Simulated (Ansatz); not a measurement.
Level: PBE, no spin polarisation; 420 eV; 8×8×6 Γ-centred mesh; fermi-dirac occupations (width 0.1 eV); Ansatz 0.2.0, fixed geometry.

Computed maps in the lattice plane spanned by a (left to right, 4.17 Å, 13 points from zero) and b (bottom to top, 4.17 Å, 13 points from zero), 90° apart, at height 0.000 along c. The fields are smooth PAW ones with compensation charges, not the true ones near nuclei.

Valence density. Digits on a logarithmic scale: 0 up to 0.03 e/Å³, each further digit a factor of 1.6, 9 from 1.3 e/Å³ up:
```
7776799997677
7766689986667
7665566665566
8765556655567
9986556655689
9996666666699
9996666666699
9986556655689
8765556655567
7665566665566
7766689986667
7776799997677
5777899998777
```

Q: The cell is LaCo₂BOs₂. Which atoms lie within 0.2 Å of this plane, and where (fractions of a and b)?

A: B at (0.00, 0.00), Co at (0.00, 0.50), Co at (0.50, 0.00). The whole cell:
```
La B Os Co
1.0
     4.16568    0.00000    0.00000
     0.00000    4.16568    0.00000
     0.00000    0.00000    5.60104
La B Os Co
1 1 2 2
Cartesian
  0.0000 0.0000 2.8005
  0.0000 0.0000 0.0000
  2.0828 2.0828 1.4210
  2.0828 2.0828 4.1801
  0.0000 2.0828 0.0000
  2.0828 0.0000 0.0000
```

Origin: a known structure type with other elements, at an estimated volume, so it need not be a known compound. Caveats: no spin polarisation, so a magnetic state may lie lower; atoms or cell far from equilibrium; f levels without a U or exact exchange are poorly placed.
